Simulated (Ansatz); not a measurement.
CaTiO3 (cubic perovskite)

```
CELL_PARAMETERS angstrom
      3.84096     0.00000     0.00000
      0.00000     3.84096     0.00000
      0.00000     0.00000     3.84096
ATOMIC_POSITIONS crystal
  Ca 0.00000 0.00000 0.00000
  Ti 0.50000 0.50000 0.50000
  O  0.00000 0.50000 0.50000
  O  0.50000 0.50000 0.00000
  O  0.50000 0.00000 0.50000
```

This relaxed cell (volume V₀) is scaled evenly in all directions, its shape held. Symmetry pins the atoms to their sites.

Method: PBEsol (plane waves to 420 eV, PAW, scalar-relativistic; Ansatz, a program for electronic structure). k mesh 9×9×9 (Γ-centred), Fermi-Dirac smearing 0.05 eV. The energy includes the smearing's −TS. CaTiO3 is run without spin polarisation. CaTiO3 was relaxed with its symmetry unable to fall. This is a high-temperature form of CaTiO3. ΔE is measured from the relaxed starting cell.

```csv
V (Å³/atom),ΔE (meV/atom)
10.653,27.0
10.823,14.8
10.993,6.4
11.163,1.5
11.333,0.0
11.503,1.4
11.673,5.7
11.843,12.5
12.013,21.8
```

Problem. What is the fitted pressure derivative B₀′?

Solution. 4.3.

Problem. What bulk modulus B₀ follows from a third-order Birch-Murnaghan fit?

Solution. 190 GPa. Check by three points about V = 11.333 Å³/atom, step 0.170: d²E/dV² ≈ (1.5 − 2·0.0 + 1.4) meV / 0.170² = 0.100 eV/Å⁶, and V·d²E/dV² × 160.2 = 182 GPa.

(A scan under strain: stresses follow from slopes of the energy per volume, elastic moduli from its curvatures.)
